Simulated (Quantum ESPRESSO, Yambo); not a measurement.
# Levels of theory for the gap of Rb$_{2}$KScF$_{6}$

Rb2KScF6 (space group Fm-3m, No. 225): one geometry, one set of LDA (Quantum ESPRESSO, PseudoDojo norm-conserving, 84 Ry, no spin-orbit coupling) orbitals, self-energies from Yambo (2×2×2 Γ-centred k mesh, bands 2 to 284 and a 7 Ry block in the screening, 284 bands in G with the Bruneval-Gonze terminator, plasmon pole fitted at 27.2 eV).

The geometry is that of Materials Project entry mp-9349, symmetrised and not relaxed again.

```
level                                                     gap Γ → Γ (eV)                   rough Yambo cost
--------------------------------------------------------  --------------  ---------------------------------
LDA (Quantum ESPRESSO)                                              6.00                                  –
exchange only (Hartree-Fock self-energy on LDA orbitals)           18.38               about 1/7 (6 states)
static COHSEX@LDA                                                  11.12  within a factor of two (2 states)
G0W0@LDA, plasmon pole                                              9.87                       1 (6 states)
```

Bare exchange has no screening and gives the widest gap; static COHSEX screens it but leaves out the frequency dependence, which G0W0 restores.

Costs are rough ratios of core time on shared machines.

Nearest settings tried, and what they do to the gap: 186 bands in W, 186 bands in G: +49 meV; 6 Ry block (339 vectors against 459): +12 meV. Not varied: mesh. So the settings aren't converged at that level. The k mesh is coarse.

The structure is a Materials Project entry; no match was found in the copy of COD used, and its stability was not checked.
